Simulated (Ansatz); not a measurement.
# LiPS₃: the gap from level to level

A database entry relaxed whole under r2SCAN at zero pressure (C2/m, No. 12):

```
Li P S
1.0
     5.61263   -3.53482   -0.01641
     5.61263    3.53482   -0.01641
    -3.84891    0.00000    5.36540
Li P S
2 2 6
Direct
  0.75798 0.24202 0.00000
  0.24202 0.75798 0.00000
  0.15188 0.15188 0.57681
  0.84812 0.84812 0.42319
  0.22037 0.77963 0.50000
  0.77963 0.22037 0.50000
  0.19429 0.19429 0.32220
  0.80571 0.80571 0.67780
  0.31988 0.31988 0.93412
  0.68012 0.68012 0.06588
```

Its volume is 21.24 Å³ an atom, +2.8 % against the entry's 20.67, a cell as deposited in COD (2017).

Single points on this cell with plane-wave PAW DFT (Ansatz 0.2.0; r2SCAN 500 eV, hybrids 420 eV; fermi-dirac occupations of width 0.020 eV; no moments): r2SCAN on a 4×4×6 Γ-centred mesh; HSE06 on a 2×2×4 Γ-centred mesh; PBE0 on a 2×2×4 Γ-centred mesh.

How do gap, pressure and charges move from level to level?

The runs give:

```
 level  gap (eV), or kind  pressure (GPa)  Bader charge of Li (e)  Bader charge of P (e)  Bader charge of S (e)
r2SCAN               2.12             0.0                   +0.91                  +1.61                  -0.84
 HSE06               2.87            -0.3                   +0.90                  +1.54                  -0.81
  PBE0               3.61            -0.4                   +0.90                  +1.53                  -0.81
```

Under r2SCAN the gap is 2.12 eV, over mesh and band path. HSE06 moves it by +0.76 eV and PBE0 by +1.49 eV; PBE0 keeps its exact exchange at long range, which widens the gap over HSE06's by 0.73 eV on their common mesh. The charge on P goes from +1.61 to +1.54 e under HSE06.

Caveats: the relaxation kept the start's symmetry; HSE06 is read on its mesh and at the zone's corners, PBE0 on its mesh alone; hybrid pressures are good to a few tenths of a GPa; pressure is positive in compression.
